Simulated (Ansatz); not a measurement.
WS2:
```
CELL_PARAMETERS angstrom
      5.93957     0.00000     0.00000
      0.00000     5.86366     0.00000
      0.00000     0.00000     5.82347
ATOMIC_POSITIONS crystal
  W  0.06469 0.26601 0.24009
  W  0.93531 0.73399 0.74009
  W  0.43531 0.26601 0.74009
  W  0.56469 0.73399 0.24009
  S  0.38550 0.07702 0.38161
  S  0.61450 0.92298 0.88161
  S  0.11450 0.07702 0.88161
  S  0.88550 0.92298 0.38161
  S  0.77002 0.44287 0.49130
  S  0.22998 0.55713 0.99130
  S  0.72998 0.44287 0.99130
  S  0.27002 0.55713 0.49130
```

Relaxed with r²SCAN.

Question: Give the Bader charges and basin volumes of the independent atoms, r²SCAN (plane waves, PAW; program Ansatz).

Answer: 

```json
[
 {"atom": "W1", "Bader charge (e)": "+1.60", "Bader volume (Å³)": "13.5"},
 {"atom": "S5", "Bader charge (e)": "-0.80", "Bader volume (Å³)": "19.1"},
 {"atom": "S9", "Bader charge (e)": "-0.80", "Bader volume (Å³)": "18.1"}
]
```

Space group Pca2_1. The start of the workflow was typed in or built on a structure type; neither database checked (COD, Materials Project) lists it. It is not the phase usual at ambient conditions (space group No. 194). Symmetry was held in the r²SCAN relaxation; its stability against distortions is not shown here. The workflow began spin-polarised and lost its moments. Scalar-relativistic: spin–orbit coupling is off unless named, which matters more the heavier the elements.

Potentials: the earlier of the program's two PAW sets. The files were generated under PBE; for other functionals the program regenerates the frozen cores, and for LDA and PBEsol the local potential too.
